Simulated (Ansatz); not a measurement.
Ansatz (a program for electronic structure) input:

Ansatz 0.2 input:
```yaml
crystal:
  lattice:
    - [3.748254321, 0.0, 0.0]
    - [0.0, 3.748254321, 0.0]
    - [0.0, 0.0, 3.748254321]
  atoms:
    - { symbol: Tl, position: [0.5, 0.5, 0.5] }
    - { symbol: Hg, position: [0.0, 0.0, 0.0] }
kpoints:
  mp_grid: { grid: [8, 8, 8] }
  band_path:
    path:
      - [[0.0, 0.0, 0.0], [0.0, 0.5, 0.0], [0.5, 0.5, 0.0], [0.0, 0.0, 0.0], [0.5, 0.5, 0.5], [0.0, 0.5, 0.0]]  # Γ-X-M-Γ-R-X
      - [[0.5, 0.5, 0.5], [0.5, 0.5, 0.0]]  # R-M
    npoints: 12
basis: { xc_grid: 2 }
hamiltonian:
  xc: pbesol
  pseudopotentials: { kind: paw }
magnetization: { noncollinear: true, spin_orbit: true }
scf:
  n_extra_bands: 13
  convergence: { dr2_threshold: 0.0000000001 }
  occupations: { method: gaussian, width: 0.05 }
output: { eigenvalues: true }
```

Output (shortened):

```
Pseudopotentials: kind: paw_fr
Pseudopotential: Tl, paw_fr, valence charge 13
Pseudopotential: Hg, paw_fr, valence charge 20
Functional definition: PBEsol
non-collinear run that drives no moment, with spin-orbit …
Crystal: 2 atoms, lattice volume = 52.661 Å³
Basis set: ecut = 420 eV, 1021 PW (Γ), exchange–correlation on 54×54×54 points (8 copies of the dense FFT grid, shifted against one another)
Bands: 46, of which v1, the nominal top of the filled ones, is band 33 counted from 1 (32 counted from 0)
Symmetry: 48 space group operations + 48 with time reversal
k-points: 35 of 512
Projection manifold: j_resolved (fully-relativistic pseudo-atomic orbitals)
PAW frozen core: Tl, regenerated for the run's functional, and the local potential with it
PAW frozen core: Hg, regenerated for the run's functional, and the local potential with it
Initial density: superposition of atomic densities (chi_scale 0.1, normalization cell, long waves kept (reshape's long-wave potential 0.00 eV rms))
Initial wavefunctions: pseudopotential atomic-orbital guess
Eigensolver: davidson
Functional: x = pbesol(κ = 0.804, μ = 0.12345679012345678), c = pbesol(β = 0.046)
SCF iter   1: F=—  HF=-25039.183594 eV  |F-HF|=—  |Δ(HF+E_count)|=         —  Δρ=4.90e-2  dr2=2.29e0  dr2_m=0.00e0 (ungated)  ethr=3.10e-3  |M|=0.00e0 ∫|m|=0.00e0 μB  |m|>n=0.0e0 m-floor=0.0e0 τ_xc=0.0e0  β_m=0.30  ⟨swp⟩=7.6  Hψ=3774  notcnv=0  defer=46
all-band conjugate gradients solve this SCF's bands
preconditioner: auto → Resta (q_TF=auto, 2.524 Å⁻¹)
spin=Noncollinear: Resta preconditioning applied to the charge; magnetization (m_x, m_y, m_z) channels mix plain (no charge-response kernel on spin).
SCF iter   2: F=—  HF=-25038.697349 eV  |F-HF|=—  |Δ(HF+E_count)|=   4.86e-1  Δρ=2.45e-2  dr2=6.70e-1  dr2_m=0.00e0 (ungated)  ethr=3.10e-3  |M|=0.00e0 ∫|m|=0.00e0 μB  |m|>n=0.0e0 m-floor=0.0e0 τ_xc=0.0e0  β_m=0.46  ⟨swp⟩=2.8  Hψ=1257  notcnv=0  defer=240
SCF iter   3: F=—  HF=-25038.483292 eV  |F-HF|=—  |Δ(HF+E_count)|=   2.14e-1  Δρ=6.81e-3  dr2=2.75e-2  dr2_m=0.00e0 (ungated)  ethr=2.03e-3  |M|=0.00e0 ∫|m|=0.00e0 μB  |m|>n=0.0e0 m-floor=0.0e0 τ_xc=0.0e0  β_m=0.73  ⟨swp⟩=2.3  Hψ=1177  notcnv=0  defer=244
SCF iter   4: F=—  HF=-25038.475315 eV  |F-HF|=—  |Δ(HF+E_count)|=   7.98e-3  Δρ=1.45e-3  dr2=1.38e-3  dr2_m=0.00e0 (ungated)  ethr=8.34e-5  |M|=0.00e0 ∫|m|=0.00e0 μB  |m|>n=0.0e0 m-floor=0.0e0 τ_xc=0.0e0  β_m=0.83  ⟨swp⟩=2.1  Hψ=1599  notcnv=0  defer=240
SCF iter   5: F=—  HF=-25038.474941 eV  |F-HF|=—  |Δ(HF+E_count)|=   3.74e-4  Δρ=2.34e-4  dr2=2.02e-5  dr2_m=0.00e0 (ungated)  ethr=4.18e-6  |M|=0.00e0 ∫|m|=0.00e0 μB  |m|>n=0.0e0 m-floor=0.0e0 τ_xc=0.0e0  β_m=0.91  ⟨swp⟩=2.0  Hψ=936  notcnv=0  defer=240
SCF iter   6: F=—  HF=-25038.474944 eV  |F-HF|=—  |Δ(HF+E_count)|=   2.82e-6  Δρ=5.35e-5  dr2=1.63e-6  dr2_m=0.00e0 (ungated)  ethr=6.13e-8  |M|=0.00e0 ∫|m|=0.00e0 μB  |m|>n=0.0e0 m-floor=0.0e0 τ_xc=0.0e0  β_m=0.90  ⟨swp⟩=2.7  Hψ=1215  notcnv=0  defer=240
SCF iter   7: F=—  HF=-25038.474939 eV  |F-HF|=—  |Δ(HF+E_count)|=   4.63e-6  Δρ=1.48e-5  dr2=1.36e-7  dr2_m=0.00e0 (ungated)  ethr=4.94e-9  |M|=0.00e0 ∫|m|=0.00e0 μB  |m|>n=0.0e0 m-floor=0.0e0 τ_xc=0.0e0  β_m=0.92  ⟨swp⟩=2.0  Hψ=1069  notcnv=0  defer=240
SCF iter   8: F=—  HF=-25038.474939 eV  |F-HF|=—  |Δ(HF+E_count)|=   1.14e-8  Δρ=2.31e-6  dr2=2.31e-9  dr2_m=0.00e0 (ungated)  ethr=4.12e-10  |M|=0.00e0 ∫|m|=0.00e0 μB  |m|>n=0.0e0 m-floor=0.0e0 τ_xc=0.0e0  β_m=0.96  ⟨swp⟩=2.2  Hψ=1000  notcnv=0  defer=240
SCF iter   9: F=-25038.474939 eV  HF=-25038.474939 eV  |F-HF|=3.64e-12  |Δ(HF+E_count)|=  9.31e-10  Δρ=1.92e-7  dr2=1.38e-11  dr2_m=0.00e0 (ungated)  ethr=1.00e-12  |M|=0.00e0 ∫|m|=0.00e0 μB  |m|>n=0.0e0 m-floor=0.0e0 τ_xc=0.0e0  ⟨swp⟩=9.3  Hψ=3278  notcnv=0
SCF 1 converged in 9 iterations: F = -25038.474939 eV  dr2 = 1.38e-11
NSCF: frozen V_eff on 74 k-points
SCF converged after 9 iterations
Magnetization: |M| = 0.0000 μB,  M = (+0.0000, +0.0000, +0.0000) μB
Absolute magnetization: 0.0000 μB (∫|m|)
  site 0: m = (+0.0000, +0.0000, +0.0000) μB, |m| = 0.0000 μB  (R = 1.34 Å)
  site 1: m = (+0.0000, +0.0000, +0.0000) μB, |m| = 0.0000 μB  (R = 1.34 Å)
Free energy (F): -25038.474939 eV
Harris-Foulkes:  -25038.474939 eV  (|F-HF|=3.64e-12)
Internal energy: -25038.472818 eV  (E = F + TS)
E sigma→0 (E₀):  -25038.473879 eV
Entropy (-TS):   -0.002121 eV (-1.061 meV/atom)
Fermi energy:    12.110138 eV
--- Per-component energies (eV) ---
  E_band       = -418.621951
  E_kinetic    = 938.987573
  E_local      = -3625.928669  (includes V_loc(G=0)·N_el)
  E_nonlocal   = 378.876626
  E_hartree    = 1502.712296
  E_xc         = -448.362025
  E_vxc        = -404.973524  (∫ρ·V_xc dr)
  E_paw        = -19883.080447  (= ΣΔE_a)
  E_vpaw       = -711.009331  (= ΣTr[D̂ρ^β])
  E_aug_tail   = 0.000879  (compensation charges beyond the density's cutoff)
  E_ewald      = -3902.064065
  E_core_change = 0.385014  (= ΣΔE_core)
  E_smearing   = -0.002121  (= −TS)
  E_closure    = 0.000000  (closes the sum)
  Σ components = -25038.474939   (vs F -25038.474939, Δ=0.00e0)
  [band-id]    e_kinetic+e_local+e_nonlocal+2·e_hartree+e_vxc+e_vpaw+e_augmentation_tail = -418.621855   (vs E_band -418.621951, Δ=9.62e-5)
--- Band table (eV; the first three rows and the last of 35) ---
  k-point 0: bands = ["-102.6256", "-102.6256", "-64.7101", "-64.7101", "-46.3513", "-46.3513", "-46.3513", "-46.3513", "-0.4959", "-0.4959", "-0.4959", "-0.4959", "1.5789", "1.5789", "1.5789", "1.5789", "1.7971", "1.7971", "2.5046", "2.5046", "4.2774", "4.2774", "4.2774", "4.2774", "5.9833", "5.9833", "5.9833", "5.9833", "6.3187", "6.3187", "12.7733", "12.7733", "13.2166", "13.2166", "15.0397", "15.0397", "15.0397", "15.0397", "20.1775", "20.1775", "20.1775", "20.1775", "22.7460", "22.7460", "25.3359", "25.3359"]
  k-point 1: bands = ["-102.6256", "-102.6256", "-64.7101", "-64.7101", "-46.3516", "-46.3516", "-46.3513", "-46.3513", "-0.4940", "-0.4940", "-0.4864", "-0.4864", "1.5884", "1.5884", "1.5995", "1.5995", "1.7919", "1.7919", "2.6929", "2.6929", "4.2595", "4.2595", "4.2736", "4.2736", "5.9712", "5.9712", "5.9756", "5.9756", "6.2789", "6.2789", "11.4567", "11.4567", "13.7963", "13.7963", "15.3375", "15.3375", "15.4655", "15.4655", "20.2393", "20.2393", "21.1106", "21.1106", "22.0075", "22.0075", "24.6371", "24.6371"]
  k-point 2: bands = ["-102.6256", "-102.6256", "-64.7102", "-64.7102", "-46.3523", "-46.3523", "-46.3512", "-46.3512", "-0.4895", "-0.4895", "-0.4658", "-0.4658", "1.6101", "1.6101", "1.6483", "1.6483", "1.7815", "1.7815", "3.2499", "3.2499", "4.2158", "4.2158", "4.2654", "4.2654", "5.9362", "5.9362", "5.9602", "5.9602", "6.1944", "6.1944", "9.5600", "9.5600", "14.6135", "14.6135", "16.1086", "16.1086", "16.1860", "16.1860", "20.3255", "20.3255", "20.4287", "20.4287", "22.3834", "22.3834", "23.1050", "23.1050"]
  k-point 34: bands = ["-102.6256", "-102.6256", "-64.7106", "-64.7106", "-46.3540", "-46.3540", "-46.3540", "-46.3540", "-0.4511", "-0.4511", "-0.4511", "-0.4511", "1.5413", "1.5413", "1.8351", "1.8351", "1.8351", "1.8351", "4.1080", "4.1080", "4.1080", "4.1080", "5.4600", "5.4600", "6.2032", "6.2032", "6.2032", "6.2032", "8.3621", "8.3621", "10.6462", "10.6462", "13.0751", "13.0751", "13.4417", "13.4417", "14.1928", "14.1928", "14.1928", "14.1928", "14.4901", "14.4901", "14.4901", "14.4901", "31.4417", "31.4417"]
  band table: 46 of 46 bands, residual norms ≤ 1.0e-3 eV
```

Cost: around 40 core-seconds (rough) on shared cores.

Space group Pm-3m (CsCl type). The workflow started from an entry of the Crystallography Open Database (COD). Its standing as an ambient phase is unchecked. The PBEsol relaxation kept the symmetry of its start. At this level the phase is mechanically unstable.

Potentials: the later of the program's two PAW sets.

Ansatz is a plane-wave DFT program.
